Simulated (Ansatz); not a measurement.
Si3Ge:
```yaml
crystal:
  lattice:
    - [3.88587, 0.00000, 0.00000]
    - [0.00000, 3.88587, 0.00000]
    - [0.00000, 0.00000, 5.48828]
  atoms:
    - { symbol: Si, position: [0.50000, 0.00000, 0.75485] }
    - { symbol: Si, position: [0.00000, 0.00000, 0.00000] }
    - { symbol: Si, position: [0.00000, 0.50000, 0.24515] }
    - { symbol: Ge, position: [0.50000, 0.50000, 0.50000] }
```

Relaxed with r²SCAN.

Q: Map the electron localisation function on the plane through (0.000, 0.500, 0.245) spanned by u = [1, 0, 0] and v = [0, 0, 1] in lattice vectors, from r²SCAN in the plane-wave PAW code Ansatz.

A: x is the fraction of u, y of v (the angle between them is 90°; rows are the nearest grid lines); atoms in the plane: Si at (0.00, 0.00), Ge at (0.50, 0.25).
```
y \ x   0.000  0.105  0.158  0.263  0.368  0.474  0.526  0.632  0.737  0.842  0.895   1.00
------  -----  -----  -----  -----  -----  -----  -----  -----  -----  -----  -----  -----
1.00    0.596  0.345  0.516  0.784  0.644  0.434  0.434  0.644  0.784  0.516  0.345  0.596
0.926   0.326  0.306  0.377  0.496  0.323  0.148  0.148  0.323  0.496  0.377  0.306  0.326
0.852   0.602  0.570  0.521  0.326  0.111  0.034  0.034  0.111  0.326  0.521  0.570  0.602
0.778   0.572  0.493  0.395  0.161  0.039  0.013  0.013  0.039  0.161  0.395  0.493  0.572
0.704   0.256  0.192  0.134  0.048  0.021  0.016  0.016  0.021  0.048  0.134  0.192  0.256
0.630   0.056  0.043  0.034  0.027  0.038  0.053  0.053  0.038  0.027  0.034  0.043  0.056
0.556   0.015  0.018  0.023  0.060  0.154  0.235  0.235  0.154  0.060  0.023  0.018  0.015
0.444   0.016  0.044  0.098  0.308  0.447  0.476  0.476  0.447  0.308  0.098  0.044  0.016
0.370   0.057  0.138  0.248  0.388  0.406  0.307  0.307  0.406  0.388  0.248  0.138  0.057
0.296   0.247  0.395  0.490  0.445  0.246  0.165  0.165  0.246  0.445  0.490  0.395  0.247
0.222   0.569  0.717  0.770  0.581  0.225  0.249  0.249  0.225  0.581  0.770  0.717  0.569
0.148   0.610  0.842  0.906  0.817  0.474  0.267  0.267  0.474  0.817  0.906  0.842  0.610
0.0741  0.329  0.655  0.858  0.907  0.698  0.477  0.477  0.698  0.907  0.858  0.655  0.329
0.000   0.596  0.345  0.516  0.784  0.644  0.434  0.434  0.644  0.784  0.516  0.345  0.596
```

The density is the valence pseudo-density with augmentation charge, so density and ELF within about 1 Å of a nucleus are not all-electron values.

Space group P-4m2. The start of the workflow was typed in or built on a structure type; neither database checked (COD, Materials Project) lists it. Its standing as an ambient phase is unchecked. Symmetry was held in the r²SCAN relaxation; whether a distortion lowers the energy is not shown.

Potentials: the earlier of the program's two PAW sets.
